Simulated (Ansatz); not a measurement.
Relaxed candidate structures of Ni:

A. Fm-3m (No. 225), cF4, fcc (Cu type); a = b = c = 3.4798 Å, α = β = γ = 90.00°; Ni 4b (0.500, 0.500, 0.500); ferromagnetic

B. I4₁/amd, origin choice 1 (No. 141), tI4, AFLOW prototype A_tI4_141_a (A5, as in Sn); a = 4.3979 Å, b = 4.3979 Å, c = 2.3927 Å, α = 90.00°, β = 90.00°, γ = 90.00°; Ni 4a (0.000, 0.000, 0.000); ferromagnetic

C. P6₃/mmc (No. 194), hP2, hcp (Mg type); a = b = 2.4468 Å, c = 4.0730 Å, α = β = 90.00°, γ = 120.00°; Ni 2d (0.667, 0.333, 0.250); ferromagnetic

D. R-3m, hexagonal axes (No. 166), hR2; a = 2.4268 Å, b = 2.4268 Å, c = 12.9302 Å, α = 90.00°, β = 90.00°, γ = 120.00°; Ni 6c (0.000, 0.000, 0.089); ferromagnetic

E. P6/mmm (No. 191), hP2; a = 3.8618 Å, b = 3.8618 Å, c = 2.2781 Å, α = 90.00°, β = 90.00°, γ = 120.00°; Ni 2c (0.333, 0.667, 0.000); ferromagnetic

F. Pm-3m (No. 221), cP3; a = b = c = 3.356 Å, α = β = γ = 90.00°; Ni 3c (0.000, 0.500, 0.500); ferromagnetic

Question: Rank these by energy per atom (lowest first), as r2SCAN (plane waves to 500 eV, PAW, scalar-relativistic; Ansatz, a quantum-chemistry and plane-wave program) gives it.

Answer: A (reference, the lowest among the structures calculated here), C (+0.05 eV/atom), D (+0.21 eV/atom), B (+0.50 eV/atom), F (+0.56 eV/atom), E (+1.03 eV/atom)

4 runs with a doubtful electronic state, a coarser numerical grid, an end not at rest or a source that can't be used are left out. Each run could gain symmetry but not lose that of its start, so entries can be saddle points. From databases, or of a type measured for this composition: Fm-3m, cF4, fcc (Cu type), ferromagnetic; P6₃/mmc, hP2, hcp (Mg type), ferromagnetic; the others are generated cells (placed on structure types, drawn at random, substituted or restacked) that were not matched to a known phase here. Each structure is listed in the lowest spin state found for it. Static energies at zero pressure. Spin states reached: ferromagnetic; spin orders were not searched systematically. r2SCAN tends to overstate moments in metals.
